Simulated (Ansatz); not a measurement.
AlNi (CsCl type)

```
CELL_PARAMETERS angstrom
      2.89266     0.00000     0.00000
      0.00000     2.89266     0.00000
      0.00000     0.00000     2.89266
ATOMIC_POSITIONS crystal
  Al 0.00000 0.00000 0.00000
  Ni 0.50000 0.50000 0.50000
```

The slice is a {110} plane (indices of the conventional cell) through the point (0.500, 0.500, 0.500) (fractional), spanned by u = [100] and v = [011] in vectors of this cell: u (2.89 Å) and v (4.09 Å, at 90° to u). It covers one period; positions are fractions (u, v).

Level of theory: PBE (plane waves to 420 eV, PAW, scalar-relativistic; Ansatz, a program for electronic structure). k mesh 16×16×16. These are valence fields of a PAW run, semicore shells included where kept as valence: close to a nucleus they are smooth pseudo fields. AlNi is run without spin polarisation. AlNi was relaxed with its symmetry unable to fall. The PAW data are Ansatz's earlier set.

Three fields on this plane, each scaled to ten steps between its own extremes (0 low, 9 high; the total valence density on a logarithmic scale, the potential cut 8 eV below its top; x marks points blanked near nuclei; v = 0 in the bottom row):

Map A
```
|xxxxxx489984xxxxx|
|xxxxxx589985xxxxx|
|xxxxxx689986xxxxx|
|xxxxx46788764xxxx|
|xxxx4555555554xxx|
|23444321001234443|
|776530xxxxxx03567|
|88640xxxxxxxx0468|
|8751xxxxxxxxxx157|
|874xxxxxxxxxxxx47|
|763xxxxxxxxxxxx36|
|763xxxxxxxxxxxx36|
|763xxxxxxxxxxxx36|
|874xxxxxxxxxxxx47|
|8751xxxxxxxxxx157|
|88640xxxxxxxx0468|
|776530xxxxxx03567|
|23444321001234443|
|xxxx4555555554xxx|
|xxxxx46788764xxxx|
|xxxxxx689986xxxxx|
|xxxxxx589985xxxxx|
|xxxxxx489984xxxxx|
|xxxxxx389983xxxxx|
```

Map B
```
|xxxxxx024420xxxxx|
|xxxxxx035530xxxxx|
|xxxxxx246642xxxxx|
|xxxxx14677641xxxx|
|xxxx2478998742xxx|
|00135899999985310|
|334799xxxxxx99743|
|66799xxxxxxxx9976|
|8899xxxxxxxxxx998|
|899xxxxxxxxxxxx99|
|999xxxxxxxxxxxx99|
|999xxxxxxxxxxxx99|
|999xxxxxxxxxxxx99|
|899xxxxxxxxxxxx99|
|8899xxxxxxxxxx998|
|66799xxxxxxxx9976|
|334799xxxxxx99743|
|00135899999985310|
|xxxx2478998742xxx|
|xxxxx14677641xxxx|
|xxxxxx246642xxxxx|
|xxxxxx035530xxxxx|
|xxxxxx024420xxxxx|
|xxxxxx014410xxxxx|
```

Map C
```
|xxxxxx831138xxxxx|
|xxxxxx731137xxxxx|
|xxxxxx521125xxxxx|
|xxxxx84211248xxxx|
|xxxx8532112358xxx|
|99865432112345689|
|444433xxxxxx33444|
|22222xxxxxxxx2222|
|0111xxxxxxxxxx111|
|000xxxxxxxxxxxx00|
|000xxxxxxxxxxxx00|
|000xxxxxxxxxxxx00|
|000xxxxxxxxxxxx00|
|000xxxxxxxxxxxx00|
|0111xxxxxxxxxx111|
|22222xxxxxxxx2222|
|444433xxxxxx33444|
|99865432112345689|
|xxxx8532112358xxx|
|xxxxx84211248xxxx|
|xxxxxx521125xxxxx|
|xxxxxx731137xxxxx|
|xxxxxx831138xxxxx|
|xxxxxx931139xxxxx|
```

Problem. Assign the maps to these fields: electron localisation function (ELF); valence electron density; electrostatic potential energy of an electron, from the cell's mean.

Solution. A is the electrostatic potential energy of an electron, from the cell's mean; B is the electron localisation function (ELF); C is the valence electron density.
